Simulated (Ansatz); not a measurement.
A distorted cell of Pt (fcc, Cu type):

```xyz
2
Lattice="0.0000 3.9403 3.9403 1.9701 0.0000 1.9701 1.9701 1.9701 0.0000" Properties=species:S:1:pos:R:3 pbc="T T T"
Pt    -0.0133     0.0243    -0.0376
Pt     1.9834     3.9160     2.0077
```

The numbers are results of r2SCAN (plane waves to 500 eV, PAW, scalar-relativistic; Ansatz, a quantum-chemistry and plane-wave program), not measurements. k mesh 10×20×20 (Γ-centred), Fermi-Dirac smearing 0.05 eV. Compression counts positive. With partly filled bands, energies and forces of such displacements shift with the k mesh and the smearing. Pt is run without spin polarisation. Pt was relaxed with its symmetry unable to fall. Spin-orbit coupling is left out, though Pt is heavy.

Question: What forces act on the atoms (eV/Å, Cartesian)?

Answer: 
| atom | Fx | Fy | Fz |
|---|---|---|---|
| Pt1 | 0.082 | -0.149 | 0.226 |
| Pt2 | -0.082 | 0.149 | -0.226 |

Question: What is the stress tensor (GPa)?

Answer: 
```
    0.4     -0.4     -0.3
   -0.4      0.3      0.2
   -0.3      0.2      0.0
```
The pressure, a third of the trace, is 0.3 GPa.

(For displaced atoms, the force is minus the slope of the energy, and its curvature is a force constant, which sets phonon frequencies.)
